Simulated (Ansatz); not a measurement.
AlGaN2 in space group P3m1 (No. 156; Al on 1a, Ga on 1c, N on 1c, N on 1a), r²SCAN in the plane-wave PAW code Ansatz, all energies at zero smearing, with the estimated change up to a 700 eV cutoff added, with one set of potentials and settings (totals compare only within such a set). Cell of 4 atoms (1 Al, 1 Ga, 2 N): -5104.847 eV.

```tsv
element	reference phase	E (eV/atom)
Al	Fm-3m, 1 atoms in the cell	-540.4083
Ga	Cmce, 4 atoms in the cell	-3790.2689
N	Pa-3, 8 atoms in the cell	-384.8315
```

Formation energy per atom, worked out: (-5104.847 − 1×(-540.4083) − 1×(-3790.2689) − 2×(-384.8315))/4 = -1.127 eV/atom (-109 kJ per mol of atoms), at 0 K, without zero-point energy or fitted corrections.

The workflow started from a Materials Project entry (that database holds measured and hypothetical structures alike); the Crystallography Open Database copy checked does not list it. With Al and Ga taken as one species the cell has the higher symmetry P6_3mc, so it may be an ordered model of a mixed-site phase. Its standing as an ambient phase is unchecked. Symmetry was held in the r²SCAN relaxation; its stability against distortions is not shown here. The references are the lowest solids computed at this level, not always the standard phases (solids in place of the gases).

Potentials: the later of the program's two PAW sets.
